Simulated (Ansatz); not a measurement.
Given:

HfScTaN$_{3}$:
```xyz
6
Lattice="3.1741 0.0000 0.0000 -1.5870 2.7488 0.0000 0.0000 0.0000 7.7434" Properties=species:S:1:pos:R:3 pbc="T T T"
Hf     0.0000     0.0000     7.7129
Sc     0.0000     1.8326     2.6194
Ta     1.5870     0.9163     5.1665
N      1.5870     0.9163     1.2705
N      0.0000     0.0000     3.9130
N      0.0000     1.8326     6.4196
```

This is the PBE-relaxed structure.

Q: All from DFT-PBE in the program Ansatz with PAW potentials, unless another level is named. Give the electronic character.

A: metallic (no gap).

Q: What about the density of states at the Fermi level?

A: 0.30 states/eV per atom (mean over ±0.08 eV).

Q: And the formation energy from the elements (no fitted shifts)?

A: -1536 meV/atom.

Space group P3m1. The start of the workflow was typed in or built on a structure type; neither database checked (COD, Materials Project) lists it. Whether it is the stable phase at ambient conditions was not checked. Symmetry was held in the PBE relaxation; its stability against distortions is not shown here. The run is not spin-polarised. With an odd number of electrons in the cell and no spin polarisation, the count alone makes it a metal. The references are the lowest solids computed at this level, not always the standard phases (solids in place of the gases). Spin–orbit coupling is left out wherever it is not named.

Potentials: the later of the program's two PAW sets.
